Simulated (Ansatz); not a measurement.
Starting cell, SiC (wurtzite):

```yaml
crystal:
  lattice:
    - [3.09195, 0.00000, 0.00000]
    - [-1.54598, 2.67771, 0.00000]
    - [0.00000, 0.00000, 5.07427]
  atoms:
    - { symbol: Si, position: [0.66667, 0.33333, 0.00052] }
    - { symbol: Si, position: [0.33333, 0.66667, 0.50052] }
    - { symbol: C, position: [0.66667, 0.33333, 0.62468] }
    - { symbol: C, position: [0.33333, 0.66667, 0.12468] }
```

In this cell atom 2 (Si, nearest neighbour C at 1.893 Å; its periodic images, 3.1 Å or more away, move with it) is moved by s towards the nearest neighbour, unit vector (0.000, 0.943, 0.333); all other atoms and the cell stay fixed.

Level of theory: PBE (plane waves to 420 eV, PAW, scalar-relativistic; Ansatz, a quantum-chemistry and plane-wave program). k mesh 10×10×5 (Γ-centred), Fermi-Dirac smearing 0.05 eV. The energy includes the smearing's −TS. SiC was relaxed with its symmetry unable to fall. ΔE is measured from the undisplaced structure.

```
s (Å)   ΔE (meV/cell)
------  -------------
-0.190            289
-0.152            194
-0.114       withheld
-0.076             53
-0.038             14
0.000               0
0.038              15
0.076              64
0.114             150
0.152             279
0.190             457
```

**Question.** Fit a polynomial form (powers 2, 3, 4) to the given rows and predict ΔE at s = -0.114.

**Answer.** Least squares on the 10 given rows: ΔE = (10060)·s² + (12220)·s³ + (7427)·s⁴, in meV/cell with s in Å; root-mean-square residual 0.3 meV/cell. At -0.114 the fit gives 114 meV/cell; the calculation gives 114 meV/cell, the same to the digits shown. The quadratic term alone would give 131 meV/cell.

(A displaced cell: forces are minus the slopes of the energy, force constants its curvatures, and phonons follow from these.)
